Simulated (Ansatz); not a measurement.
Relaxed structure of Cl2 on the (001) surface of SnSe2, one molecule per 51.1 Å² (the molecule's atoms stand last):

```yaml
crystal:
  lattice:
    - [7.67810, 0.00000, 0.00000]
    - [-3.83905, 6.64943, 0.00000]
    - [0.00000, 0.00000, 22.14750]
  atoms:
    - { symbol: Se, position: [0.33333, 0.16667, 0.36121] }
    - { symbol: Se, position: [0.33333, 0.66667, 0.36121] }
    - { symbol: Se, position: [0.83333, 0.16667, 0.36121] }
    - { symbol: Se, position: [0.83333, 0.66667, 0.36121] }
    - { symbol: Sn, position: [0.99990, 0.00001, 0.43359] }
    - { symbol: Sn, position: [0.00133, 0.50088, 0.43342] }
    - { symbol: Sn, position: [0.49688, 0.99411, 0.43238] }
    - { symbol: Sn, position: [0.49985, 0.50080, 0.43352] }
    - { symbol: Se, position: [0.16691, 0.33356, 0.50547] }
    - { symbol: Se, position: [0.16821, 0.83465, 0.50535] }
    - { symbol: Se, position: [0.66587, 0.33110, 0.50454] }
    - { symbol: Se, position: [0.66596, 0.83535, 0.50529] }
    - { symbol: Cl, position: [0.75834, 0.54059, 0.61090] }
    - { symbol: Cl, position: [0.84264, 0.73673, 0.68401] }
```

Level of theory: DFT PBE+D3(BJ), scalar-relativistic, plane waves, PAW in Ansatz. Plane waves to 420 eV, a k mesh through Γ of 3×3×1 on the computed 14-atom cell and Gaussian smearing (0.05 eV); no spin polarisation. A dipole correction removes the field between periodic images along c.

The slab and the molecular layer are also computed alone at these places.

Problem. How does the adsorption energy per molecule split into interaction and deformation?

Solution. E_ads = -0.343 eV: interaction of the rigid parts -0.404 eV, deformation of the slab +0.014 eV, deformation of the molecule with its lateral interactions +0.046 eV.

Problem. How much charge moves across the plane at z = 12.36 Å, midway between slab and molecule?

Solution. About 0.06 electrons a cell move up to the molecule; half the integral of |Δρ| is 0.23 e.

Problem. How does the density difference (whole less rigid parts, positive where electrons gather), summed over the plane, run along c?

Solution.
```csv
z (Å),Δρ (e/Å)
6.05,0.000
6.20,0.000
6.35,0.000
6.50,0.000
6.79,0.000
6.94,-0.001
7.09,-0.001
7.23,-0.001
7.38,-0.001
7.53,0.000
7.68,0.001
7.83,0.002
8.12,0.001
8.27,0.000
8.42,-0.002
8.56,-0.002
8.71,-0.002
8.86,0.000
9.01,0.002
9.15,0.005
9.45,0.005
9.60,0.004
9.74,0.001
9.89,-0.001
10.04,-0.003
10.19,-0.005
10.34,-0.007
10.63,-0.006
10.78,-0.004
10.93,-0.005
11.07,-0.010
11.22,-0.022
11.37,-0.038
11.52,-0.057
11.66,-0.070
11.96,-0.061
12.11,-0.041
12.25,-0.019
12.40,0.001
12.55,0.013
12.70,0.014
12.85,0.006
12.99,-0.007
13.29,-0.010
13.44,-0.004
13.58,-0.001
13.73,0.002
13.88,0.004
14.03,0.003
14.17,0.001
14.47,0.024
14.62,0.041
14.77,0.046
14.91,0.035
15.06,0.017
15.21,0.007
15.36,0.011
15.50,0.021
15.80,0.032
15.95,0.031
16.09,0.026
16.24,0.021
16.39,0.016
16.54,0.011
16.68,0.008
16.83,0.006
17.13,0.003
17.28,0.002
17.42,0.001
17.57,0.001
```